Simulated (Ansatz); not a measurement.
A geometry of Ti3Al away from equilibrium: step 2 of the relaxation of a generated cell, Ti3Al placed in the D019 structure type. These are PBE (plane waves to 420 eV, PAW, scalar-relativistic; Ansatz, a program for electronic structure) values and carry that method's errors. Γ-centred k-mesh 7×7×7 on the run's cell (coarser than for final values), Fermi–Dirac smearing 0.05 eV. The plane waves were selected for a different cell earlier on the path.

```yaml
crystal:
  lattice:
    - [5.66186, 0.00000, 0.00000]
    - [-2.83093, 4.90332, 0.00000]
    - [0.00000, 0.00000, 4.58661]
  atoms:
    - { symbol: Ti, position: [0.82716, 0.65432, 0.25000] }
    - { symbol: Ti, position: [0.17284, 0.82716, 0.75000] }
    - { symbol: Ti, position: [0.34568, 0.17284, 0.25000] }
    - { symbol: Ti, position: [0.17284, 0.34568, 0.75000] }
    - { symbol: Ti, position: [0.82716, 0.17284, 0.25000] }
    - { symbol: Ti, position: [0.65432, 0.82716, 0.75000] }
    - { symbol: Al, position: [0.33333, 0.66667, 0.25000] }
    - { symbol: Al, position: [0.66667, 0.33333, 0.75000] }
```

Q: Give the Cartesian forces on all atoms (eV/Å).

A: 
```json
[
 {"atom": "Ti1", "Fx": "0.00", "Fy": "0.41", "Fz": "0.00"},
 {"atom": "Ti2", "Fx": "-0.36", "Fy": "0.21", "Fz": "0.00"},
 {"atom": "Ti3", "Fx": "-0.36", "Fy": "-0.21", "Fz": "0.00"},
 {"atom": "Ti4", "Fx": "0.00", "Fy": "-0.41", "Fz": "0.00"},
 {"atom": "Ti5", "Fx": "0.36", "Fy": "-0.21", "Fz": "0.00"},
 {"atom": "Ti6", "Fx": "0.36", "Fy": "0.21", "Fz": "0.00"},
 {"atom": "Al7", "Fx": "0.00", "Fy": "0.00", "Fz": "0.00"},
 {"atom": "Al8", "Fx": "0.00", "Fy": "0.00", "Fz": "0.00"}
]
```

The path ends in P6₃/mmc (No. 194) (AFLOW prototype A3B_hP8_194_h_c (D0_19, as in Ni3Sn)). No spin polarisation in the result.

The run could not lose the symmetry of its start; a randomly shaken copy of 8 atoms returns to this structure.
